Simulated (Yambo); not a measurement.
MgS (zinc blende, space group F-43m, No. 216); a = 3.9571 Å, b = 3.9571 Å, c = 3.9571 Å, α = 60.00°, β = 60.00°, γ = 60.00°. With the G0W0 scissor the direct gap on the mesh is 5.35 eV.

**Question.** Does this run resolve the lowest exciton, and if so, what are its energy and binding? (Yambo, LDA bands; 10×10×10 mesh, 3 valence and 4 conduction bands, static screening with 24 bands and a 4 Ry block, scissor 2.00 eV, Tamm-Dancoff.)

**Answer.** No. The lowest state covers only about 1 of the 1000 k points, so the mesh doesn't resolve it: its energy and its distance from the direct gap are mesh artefacts. An extended exciton needs a far denser mesh. The scissor comes from a G0W0 run whose convergence isn't established. 

Geometry relaxed with LDA.

This is not the ordinary phase of the substance; no match was found in the copy of COD used, and its stability was not checked.
